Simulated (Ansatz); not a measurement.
CaO (rock salt)

```xyz
4
Lattice="0.0000 4.8307 4.8307 2.4153 2.4153 4.8307 2.4153 2.4153 0.0000" Properties=species:S:1:pos:R:3 pbc="T T T"
O      0.0000     0.0000     0.0000
O      2.4153     4.8307     7.2460
Ca     2.4153     7.2460     7.2460
Ca     2.4153     4.8307     4.8307
```

The atoms are displaced by Q × the pattern below (from a DFPT mode at X = (0.5, 0.5, 0.0), largest move 1; Q in Å), at fixed cell. (q is in reciprocal vectors of the primitive cell; the cell shown is doubled to hold the pattern.)

```
atom      x      y       z
----  -----  -----  ------
O1    0.000  0.000   1.000
O2    0.000  0.000  -1.000
Ca3   0.000  0.000   0.236
Ca4   0.000  0.000  -0.236
```

Level of theory: PBE (plane waves to 420 eV, PAW, scalar-relativistic; Ansatz, an electronic-structure program). k mesh 12×12×12 (Γ-centred), Fermi-Dirac smearing 0.05 eV. Energies are smeared free energies. CaO was relaxed with its symmetry unable to fall. ΔE is measured from the undisplaced structure.

```tsv
Q (Å)	ΔE (meV/cell)
-0.180	320
-0.150	222
-0.120	142
-0.090	withheld
-0.060	35
-0.030	9
0.000	0
0.030	9
0.060	35
0.090	withheld
0.120	142
0.150	222
0.180	320
```

Problem. Fit an even polynomial form (powers 2, 4) to the given rows and predict ΔE at Q = -0.090.

Solution. Least squares on the 11 given rows: ΔE = (9834)·Q² + (1348)·Q⁴, in meV/cell with Q in Å; root-mean-square residual 0.2 meV/cell. At -0.090 the fit gives 80 meV/cell; the calculation gives 80 meV/cell, the same to the digits shown. The quadratic term alone would give 80 meV/cell.

(For displaced atoms, the force is minus the slope of the energy, and its curvature is a force constant, which sets phonon frequencies.)
